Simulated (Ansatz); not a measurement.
**Energy against total moment in ZrV2**

System: ZrV2, a measured crystal structure (space group Fd-3m); the cell holds 6 atoms. Source: COD entry 1540829, which need not be the ambient phase.

```
V Zr
1.0
     0.00000    3.70950    3.70950
     3.70950    0.00000    3.70950
     3.70950    3.70950    0.00000
V Zr
4 2
Direct
  0.12500 0.12500 0.12500
  0.62500 0.12500 0.12500
  0.12500 0.12500 0.62500
  0.12500 0.62500 0.12500
  0.50000 0.50000 0.50000
  0.75000 0.75000 0.75000
```

Atoms are numbered from 1 in the order listed.

All numbers below come from DFT, r2SCAN, PAW, plane waves, scalar-relativistic (Ansatz).

```yaml
plane_wave_cutoff: 500 eV
k_point_mesh: 5×5×5 (Γ-centred)
occupations: Fermi–Dirac smearing, 0.1 eV
valence_electrons: 76
```

Site moments are integrals over atomic spheres and don't add up to the total.

r2SCAN tends to overstate moments and magnetic energies in itinerant metals.

For a metal this mesh leaves errors of several meV/atom.

The total moment of the cell is held fixed (separate Fermi levels for the two spins), shared at the start among the V atoms with one sign; no search for lower states follows. F is the free energy per cell, and F(lowest) that of the lowest run, the runs with a free moment included. Each row is one local solution, which need not be the lowest state at that M. The run at M = 0 starts without moments and gives the spin-unpolarised solution; a state with cancelling moments wasn't tried, and may lie lower. The program warns that the SCF threshold is loose for stress, so pressures can be off by 0.1 GPa or more.

The run at M = 2.46 μB took 9.7 s on 2 threads of x86-64 server CPU, with other jobs on the host, peak memory 0.81 GiB.

```csv
fixed M (μB/cell),F − F(lowest) (meV/cell),moments of V1 V2 V3 V4 (μB),pressure (GPa)
0.00,30,0.00 0.00 0.00 0.00,-4.1
0.61,30,0.10 0.10 0.10 0.10,-4.0
1.23,29,0.21 0.21 0.21 0.21,-3.7
1.84,25,0.33 0.33 0.33 0.33,-3.1
2.46,18,0.49 0.49 0.49 0.49,-2.0
3.07,7,0.66 0.66 0.66 0.66,-0.6
3.69,0,0.80 0.80 0.80 0.80,0.4
4.30,13,0.92 0.92 0.92 0.92,1.1
4.92,72,1.02 1.02 1.02 1.02,1.7
```

The lowest fixed-moment run is the one at M = 3.69 μB (0 meV). With the constraint released: “parallel moments, free total moment [V1 2.00, V2 2.00, V3 2.00, V4 2.00 μB]” ends at 3.67 μB, 0 meV; “parallel moments scaled by 0.1, free total moment [V1 0.20, V2 0.20, V3 0.20, V4 0.20 μB]” ends at 0.00 μB, 30 meV (it met a lower energy on its way). No free run was started from opposed moments.
